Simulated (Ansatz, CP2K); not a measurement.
# Fitting the PBE energy curve of TiSn

```yaml
crystal:
  lattice:
    - [3.96058, 0.00000, 0.00000]
    - [1.98029, 3.42996, 0.00000]
    - [1.98029, 1.14332, 3.23380]
  atoms:
    - { symbol: Ti, position: [0.00000, 0.00000, 0.00000] }
    - { symbol: Sn, position: [0.50000, 0.50000, 0.50000] }
```

The cell comes from a database or a generator and needn't be the stable form of this composition.

The cell was scaled at fixed shape and fractions and run with CP2K, POTENTIAL_UZH Ti GTH-PBE-q12, Sn GTH-PBE-q4; TZVP-MOLOPT-PBE-GTH basis; PBE, k mesh 8 × 8 × 8 on the cell of 2 atoms, fermi-dirac occupations of 0.05 eV, no spin polarisation, no spin-orbit coupling. Energies are those that the program minimises, any entropy of the smearing included. For a metal such a mesh isn't converged to the digits shown.

| V (Å³/atom) | energy over the lowest row (meV/atom) |
| --- | --- |
| 20.6470 | 31.63 |
| 21.0863 | 15.62 |
| 21.5256 | 5.38 |
| 21.9649 | 0.35 |
| 22.4042 | 0.00 |
| 22.8435 | ? |
| 23.2828 | 11.57 |

Problem. Fit the third-order Birch-Murnaghan form, give V0, B0 and B′, and predict the energy left open.

Solution. With y = (V0/V)^(2/3), E = E0 + (9 V0 B0/16) [(y - 1)³ B′ + (y - 1)² (6 - 4y)]. Least squares through the rows shown give V0 = 22.2171 Å³/atom, E0 = -0.39 meV, B0 = 81.39 GPa (1 eV/Å³ = 160.218 GPa) and B′ = 4.24, with a largest miss of 0.01 meV. At V = 22.8435 the form with these constants gives 3.88 meV; the run gave 3.88 meV an atom. Other set-ups at this level, from all their volumes (Å³/atom, GPa): Ansatz, Ansatz PAW (earlier soft set): V0 21.963, B0 83.28.
